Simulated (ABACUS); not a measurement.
Set-up for a self-consistent single point of CoGe (P2_13, 8 atoms in the cell; from Materials Project mp-10692, changed as shown).

```xyz
8
Lattice="4.5642 0.0000 0.0000 0.0000 4.5642 0.0000 0.0000 0.0000 4.5642" Properties=species:S:1:pos:R:3 pbc="T T T"
Co     0.6245     0.6245     0.6245
Co     1.6576     3.9396     2.9066
Co     2.9066     1.6576     3.9396
Co     3.9396     2.9066     1.6576
Ge     3.8330     3.8330     3.8330
Ge     3.0132     0.7311     1.5509
Ge     1.5509     3.0132     0.7311
Ge     0.7311     1.5509     3.0132
```

Computed with PBEsol, PseudoDojo 0.4 standard norm-conserving PBEsol (tails mended) pseudopotentials (plane waves; ABACUS).

ABACUS settings:

| key | value |
|---|---|
| KPT | Gamma 3 3 3 0 0 0 |
| basis_type | pw |
| ecutwfc | 96 Ry |
| smearing_method | mv |
| smearing_sigma | 0.0199916 Ry |
| potentials | PseudoDojo 0.4 standard norm-conserving PBEsol (tails mended) |
| symmetry | 1 |
| symmetry_prec | 1e-05 |
| ks_solver | dav |
| scf_nmax | 100 |
| scf_thr | 1.0e-09 Ry |
| mixing_type | broyden |
| mixing_beta | 0.4 |

Results:

| Item | Result |
|---|---|
| Number of valence electrons | 124 |
| Number of bands | 75 |
| Number of k-points after the program's reduction | 4 |
| Number of plane waves (most at a k-point) | 10203 |
| Number of SCF iterations | 11 |
| FFT grid | 54 × 54 × 54 |
| Free energy E − TS | -26346.3003 eV |
| Fermi level (on the code's own zero) | 19.05 eV |
| Pressure | 0.78 GPa |
| Largest force (vector length) | 0.077 eV/Å |

Forces (eV/Å):
```csv
atom,Fx,Fy,Fz
Co1,0.045,0.045,0.045
Co2,-0.045,-0.045,0.045
Co3,0.045,-0.045,-0.045
Co4,-0.045,0.045,-0.045
Ge5,0.001,0.001,0.001
Ge6,-0.001,-0.001,0.001
Ge7,0.001,-0.001,-0.001
Ge8,-0.001,0.001,-0.001
```

Stress (GPa, positive for compression):
```
0.78  0.00  0.00
0.00  0.78  0.00
0.00  0.00  0.78
```

For comparison: a first run was changed to give this one (volume scaled by 0.99), and from it to this one the free energy hardly moves (within 1 meV/atom), the pressure goes from -1.23 to 0.78 GPa and the largest force goes from 0.039 to 0.077 eV/Å.

The run has no spin polarisation, so moments on Co cannot form. The structure comes from a collection of computed structures, made at another level of theory; the collection holds predicted forms beside known ones. No clean gap shows at this smearing width and mesh (spacing up to 0.46 Å⁻¹); the mesh is coarse for partly filled bands, so the values carry mesh errors.

Cost on one core: around 90 core-seconds (rough).

“Tails mended”: in these copies of the files the far tail of each local potential was reset to the Coulomb form.
